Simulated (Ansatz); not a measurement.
BN (h-BN type, space group P6_3/mmc)

```
CELL_PARAMETERS angstrom
      2.50580     0.00000     0.00000
     -1.25290     2.17009     0.00000
      0.00000     0.00000     6.61620
ATOMIC_POSITIONS crystal
  B  0.33333 0.66667 0.25000
  B  0.66667 0.33333 0.75000
  N  0.33333 0.66667 0.75000
  N  0.66667 0.33333 0.25000
```

The slice is a (0001) plane (indices of the conventional cell) through the point (0.667, 0.333, 0.250) (fractional), spanned by u = [110] and v = [1 -1 0] in vectors of this cell: u (2.51 Å) and v (4.34 Å, at 90° to u). It covers one period; positions are fractions (u, v).

These are PBE-D3(BJ) (plane waves to 420 eV, PAW, scalar-relativistic; Ansatz, a first-principles code) values and carry that method's errors. k mesh 15×15×5. Near the nuclei the fields are pseudised (PAW); where an atom keeps semicore shells as valence, they peak there. BN was relaxed with its symmetry unable to fall. The PAW data are Ansatz's earlier set.

Task: Around which element is the density of the lowest conduction band (whole band as if filled, smooth part) largest on this plane?

Result: N. Mean over a disc round each atom, of radius 0.45 times the shortest bond: N 0.050, B 0.003 e/Å³.

Task: What is the ELF at the midpoint of the shortest B–N line in this plane (1.45 Å)?

Result: 0.9.

Task: The ELF has a maximum in the middle third of the B–N line. Where, and how high?

Result: 0.93, 0.7 Å from B.

Task: Sketch the density of the lowest conduction band (whole band as if filled, smooth part) on this plane as a map.

Result: 
```
|@@@@##**--::..            ..::--**##@@|
|%%##**==--..                ..--==**##|
|**++==--::..                ..::--==++|
|==----::..                    ..::----|
|::::....                        ....::|
|..                                    |
|                                      |
|                                      |
|                                      |
|                                      |
|              ....::::....            |
|          ....::--------::....        |
|          ..::==++****++==::..        |
|        ..::==++##%%%%##++==::..      |
|        ..--++##%%@@@@%%##++--..      |
|        ..--++##@@@@@@@@##++--..      |
|        ..::==##%%@@@@%%##==::..      |
|        ..::==++##%%%%##++==::..      |
|          ..::==++****++==::..        |
|          ....::--------::....        |
|              ....::::....            |
|                  ....                |
|                                      |
|                                      |
|                                      |
|                                      |
|::......                        ......|
|------::..                    ..::----|
|**++==--::..                ..::--==++|
|%%##**++--..                ..--++**##|
|@@@@##**--::..            ..::--**##@@|
|@@@@%%**==::..            ..::==**%%@@|
```
Scale: ten equal steps from 0.001 (start of ' ') to 0.085 (end of '@'), in the order ' .:-=+*#%@'. Values: density of the lowest conduction band (whole band as if filled, smooth part) in e/Å³. The map has 19 points along u (two characters each, u = 0 at the left) and 32 along v (v = 0 in the bottom row).
